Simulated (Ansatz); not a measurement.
All numbers below come from DFT PBE, scalar-relativistic, plane waves, PAW (Ansatz). Settings: cutoff 420 eV, Γ-centred meshes spaced at most about 0.3 Å⁻¹, and about 0.25 Å⁻¹ or finer for metals (2π included), Gaussian smearing. No spin polarisation in the final relaxations.

All energies are static (0 K, no zero-point motion).

Compare these two cells of CdHg₃S₄, each relaxed at this level.

A. Space group P3m1 (No. 156), trigonal, a = 4.229 Å, c = 13.784 Å. Cd is surrounded by 4 S at 2.57–2.58 Å; Hg on its first site is surrounded by 4 S at 2.59–2.60 Å; Hg on its second site has 4 S at 2.59–2.60 Å; Hg on its third site has 4 S at 2.59–2.60 Å; S on its first site is surrounded by 4 Hg at 2.59–2.60 Å; 3 more sites not described.

B. Space group I-42m (No. 121), tetragonal, a = 5.973 Å, c = 11.948 Å. Cd is surrounded by 4 S at 2.57 Å; around Hg on a site of symmetry -42m lie 4 S at 2.59 Å; Hg on a site of symmetry -4 has 4 S at 2.59 Å; S is surrounded by 1 Cd at 2.57 Å and 3 Hg at 2.59 Å.

Question: Which is lower in energy, and by how much?

Answer: They are level within the accuracy (under 1 meV/atom apart). A has Cd and Hg ordered on wurtzite sites, space group P3m1 (No. 156), 26.7 Å³/atom and no gap on its mesh; B has Cd and Hg ordered on zinc blende sites, space group I-42m (No. 121), 26.6 Å³/atom and no gap. Both come from invented guesses.

Spin–orbit coupling, which can matter for Hg, is left out. Cells relaxed within their symmetry can be saddle points.
